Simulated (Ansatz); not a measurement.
Si3N4 single point

The input, for Ansatz 0.2.0 (plane waves, PAW):

```yaml
crystal:
  lattice:
    - [7.56471333, 0.0, 0.0]
    - [-3.78235666, 6.55123495, 0.0]
    - [0.0, 0.0, 2.89429233]
  atoms:
    - { symbol: "N", position: [0.3333, 0.6667, 0.25] }
    - { symbol: "N", position: [0.6666, 0.3333, 0.75] }
    - { symbol: "N", position: [0.3399, 0.0357, 0.25] }
    - { symbol: "N", position: [0.3042, 0.3399, 0.75] }
    - { symbol: "N", position: [0.9643, 0.3042, 0.25] }
    - { symbol: "N", position: [0.6601, 0.9643, 0.75] }
    - { symbol: "N", position: [0.6958, 0.6601, 0.25] }
    - { symbol: "N", position: [0.0357, 0.6958, 0.75] }
    - { symbol: Si, position: [0.1842, 0.7704, 0.25] }
    - { symbol: Si, position: [0.4138, 0.1842, 0.75] }
    - { symbol: Si, position: [0.2296, 0.4138, 0.25] }
    - { symbol: Si, position: [0.8158, 0.2296, 0.75] }
    - { symbol: Si, position: [0.5862, 0.8158, 0.25] }
    - { symbol: Si, position: [0.7704, 0.5862, 0.75] }
  symmetry: { tolerance: 0.0003 }
kpoints:
  mp_grid: { grid: [4, 4, 9], shift: [0, 0, 0] }
  band_path:
    path:
      - [0.0, 0.0, 0.0]
      - [0.49999997, 4.0e-08, 0.0]
      - [0.33333331, 0.33333339, 0.0]
      - [0.0, 0.0, 0.0]
      - [0.0, 0.0, 0.5]
      - [0.49999997, 4.0e-08, 0.5]
      - [0.33333331, 0.33333339, 0.5]
      - [0.0, 0.0, 0.5]
    npoints: 7
magnetization:
  spin_polarized: false
scf:
  occupations: { method: fermi_dirac, width: 0.0996 }
  lower_state_search: "off"
  max_iter: 200
hamiltonian:
  pseudopotentials: { kind: paw }
  xc: r2scan
basis:
  ecutwfc: 500
  fft_grid_basis: typed
output:
  forces: true
  stress: true
  eigenvalues: true
  bader: true
  populations: true
  elf: true
  write_potential: true
  volumetric_format: npy
  dos:
    e_range: [-12, 8]
    de: 0.05
    projected: { site_lists: { "N": ["N"], Si: [Si] } }
checkpoint:
  read: saved_state
```

The saved state is an earlier solution for the same cell, perhaps on another mesh. 

Parts of the output:

```
Warning: the atoms were moved onto the symmetric positions of the space group found under crystal.symmetry.tolerance 3.0e-4 (fractional; no operation is sought that the atoms, as they stand in a round, miss by more than twice it, and no atom is moved by as much as it), and the run uses the moved positions.
Pseudopotentials: kind: paw
Pseudopotential: N, paw, valence charge 5, recommended cutoff 500 eV (meta_gga), N.paw.azcp
Pseudopotential: Si, paw, valence charge 4, recommended cutoff 500 eV (meta_gga), Si.paw.azcp
Functional definition: r2SCAN
  exchange = r2scan_x(k0 = k0, k1 = k1, a1 = a1)
  correlation = r2scan_c
Crystal: 14 atoms, lattice volume = 143.436 Å³
Basis set: ecut = 500 eV, 3617 PW (Γ), exchange–correlation on 240×240×96 points (64 copies of the dense FFT grid, shifted against one another)
Bands: 46, of which v1, the nominal top of the filled ones, is band 32 counted from 1 (31 counted from 0)
Symmetry: 12 space group operations
Space group: P63/m (ITA 176), of the structure as read, at distance tolerance 1.6e-3 Å
k-points: 20 of 144
Initial density: read from a saved state, or passed on in memory by an earlier SCF of this step, an earlier step, the calling program or the single point that the run made first
Functional: x = r2scan, c = r2scan; τ floored in thin density (d = 2e-4 eV/Å³)
SCF iter   1: F=-6930.3574 eV  Δρ=5.06e-4  dr2=1.74e-4  dr2_τ=7.71e-3
SCF iter   2: F=-6930.3579 eV  Δρ=2.39e-4  dr2=1.81e-5  dr2_τ=2.98e-5
SCF iter   3: F=-6930.3580 eV  Δρ=8.13e-5  dr2=3.00e-6  dr2_τ=2.80e-6
SCF iter   4: F=-6930.3580 eV  Δρ=1.46e-5  dr2=3.35e-7  dr2_τ=6.25e-8
SCF iter   5: F=-6930.3580 eV  Δρ=7.47e-6  dr2=3.73e-8  dr2_τ=2.40e-8
Free energy (F): -6930.3580 eV
Harris-Foulkes:  -6930.3580 eV  (|F-HF|=1.24e-7)
Internal energy: -6930.3580 eV  (E = F + TS)
E sigma→0 (E₀):  -6930.3580 eV
Fermi energy:    10.7746 eV
--- Per-component energies (eV) ---
  E_band       = 35.2484
  E_kinetic    = 1367.7447
  E_local      = -2211.5351  (includes V_loc(G=0)·N_el)
  E_nonlocal   = 501.5016
  E_hartree    = 754.9881
  E_xc         = -806.6985
  E_vxc        = -1006.4714  (∫ρ·V_xc dr)
  E_paw        = -4154.2664  (= ΣΔE_a)
  E_vpaw       = -180.0421  (= ΣTr[D̂ρ^β])
  E_aug_tail   = 0.0002  (compensation charges beyond the density's cutoff)
  E_vtau       = 54.0781  (kinetic-family band-sum trace: ∫τ·v_τ [+ j·A + Jᵃ·Aᵃ] dr)
  E_ewald      = -2381.3974
  E_core_change = -0.6951  (= ΣΔE_core)
  E_smearing   =  0.0000  (= −TS)
--- Forces (eV/Å), atoms counted from 1 ---
  atom   1  N      0.0000     0.0000     0.0000
  atom   2  N      0.0000     0.0000     0.0000
  atom   3  N     -0.3628    -0.0385     0.0000
  atom   4  N     -0.1480    -0.3334     0.0000
  atom   5  N      0.2147    -0.2949     0.0000
  atom   6  N      0.3628     0.0385     0.0000
  atom   7  N      0.1480     0.3334     0.0000
  atom   8  N     -0.2147     0.2949     0.0000
  atom   9  Si    -2.2700     0.8190     0.0000
  atom  10  Si    -1.8442    -1.5564     0.0000
  atom  11  Si     0.4257    -2.3753     0.0000
  atom  12  Si     2.2700    -0.8190     0.0000
  atom  13  Si     1.8442     1.5564     0.0000
  atom  14  Si    -0.4257     2.3753     0.0000
--- Stress (GPa, compression-positive) ---
        8.0529       0.0000       0.0000
        0.0000       8.0529       0.0000
        0.0000       0.0000       0.1002
  P = ⅓ Tr σ = 5.4020 GPa (54.020 kbar)
--- Löwdin populations: 14 sites ---
  site symbol       q [e]
     0      N      6.0593
     1      N      6.0593
     2      N      6.0118
     3      N      6.0118
     4      N      6.0118
     5      N      6.0118
     6      N      6.0118
     7      N      6.0118
     8     Si      2.4803
     9     Si      2.4803
    10     Si      2.4803
    11     Si      2.4803
    12     Si      2.4803
    13     Si      2.4803
  spilling = 0.0145 (of n_electrons = 64.0000)
--- Bader charges: 14 sites ---
  site symbol  charge [e]  shift [e]
     0      N     -2.4467     0.0099
     1      N     -2.4467     0.0099
     2      N     -2.4002     0.0092
     3      N     -2.4002     0.0092
     4      N     -2.4001     0.0092
     5      N     -2.4002     0.0092
     6      N     -2.4002     0.0092
     7      N     -2.4002     0.0092
     8     Si      3.2157     0.0125
     9     Si      3.2157     0.0125
    10     Si      3.2158     0.0125
    11     Si      3.2157     0.0125
    12     Si      3.2158     0.0125
    13     Si      3.2158     0.0125
```

Absolute energies hang on the potentials; compare differences alone.

Origin: a database entry at a rescaled volume. Caveats: forces this large suggest misplaced atoms in the database entry; atoms or cell far from equilibrium.
